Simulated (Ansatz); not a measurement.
**Al: clamped-ion strain scan**

Computed with DFT PBEsol+D3(BJ), scalar-relativistic, plane waves, PAW (Ansatz 0.2.0). Cutoff 420 eV, Γ-centred 18×18×10 k-points, Gaussian smearing of 0.15 eV. No spin polarisation. Energies are free energies at this smearing, counted from the undisturbed cell; pressure is positive in compression.

Reference structure (as given, not relaxed at this level; it stands at -4.5 GPa; this form isn't the usual structure):

```xyz
2
Lattice="2.8125 0.0000 0.0000 -1.4062 2.4357 0.0000 0.0000 0.0000 4.8669" Properties=species:S:1:pos:R:3 pbc="T T T"
Al    1.4062    0.8119    3.6501
Al    0.0000    1.6238    1.2167
```

The cell is strained by ε times the Voigt pattern (1, -1, 0, 0, 0, 0) (xx, yy, zz, yz, xz, xy; engineering shear) with fractional coordinates fixed. The cell is metallic on the mesh throughout.

| ε | ΔE (meV/atom) | stress summed along the pattern (GPa, tension positive) | pressure (GPa) |
| --- | --- | --- | --- |
| -0.0200 | 2.7 | -2.52 | -4.3 |
| -0.0150 | 1.6 | -1.93 | -4.4 |
| -0.0100 | ? | -1.43 | ? |
| -0.0050 | 0.2 | -0.80 | -4.4 |
| 0.0000 | 0.0 | 0.00 | -4.5 |
| 0.0050 | ? | ? | -4.4 |
| 0.0100 | 0.7 | 1.30 | -4.4 |
| 0.0150 | 1.5 | 1.73 | -4.3 |
| 0.0175 | 1.9 | 1.96 | -4.3 |
| 0.0200 | 2.4 | ? | ? |

Give the withheld values.

ΔE (meV/atom) at ε = -0.0100: 0.8; pressure (GPa) at ε = -0.0100: -4.4; ΔE (meV/atom) at ε = 0.0050: 0.2; stress summed along the pattern (GPa, tension positive) at ε = 0.0050: 0.76; stress summed along the pattern (GPa, tension positive) at ε = 0.0200: 2.20; pressure (GPa) at ε = 0.0200: -4.3.